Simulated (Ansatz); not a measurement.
ScTi3C:
```
CELL_PARAMETERS angstrom
      4.26237     0.00000     0.00000
      0.00000     4.26237     0.00000
      0.00000     0.00000     4.26237
ATOMIC_POSITIONS crystal
  Sc 0.00000 0.00000 0.00000
  Ti 0.00000 0.50000 0.50000
  Ti 0.50000 0.00000 0.50000
  Ti 0.50000 0.50000 0.00000
  C  0.50000 0.50000 0.50000
```

Relaxed with PBEsol.

Q: Decompose the optical modes at the zone centre into irreducible representations, and say which are infrared and Raman allowed.

A: Point group m-3m: Γ_opt = 3T1u + T2u. Infrared: T1u. Raman: none.

Q: Assign frequencies (DFPT, plane-wave PAW PBEsol (Ansatz code)).

A: T1u 115, T2u 215, T1u 242, T1u 579 cm⁻¹.

Space group Pm-3m (anti-perovskite). The start of the workflow was typed in or built on a structure type; neither database checked (COD, Materials Project) lists it. Its standing as an ambient phase is unchecked. The PBEsol relaxation kept the symmetry of its start; its stability against distortions is not shown here. No spin polarisation was allowed. As this level gives no gap, phonon frequencies hold no LO–TO term and depend on the k-mesh and smearing (Fermi–Dirac, 0.1 eV here).

Potentials: the earlier of the program's two PAW sets. The files were generated under PBE; for other functionals the program regenerates the frozen cores, and for LDA and PBEsol the local potential too.
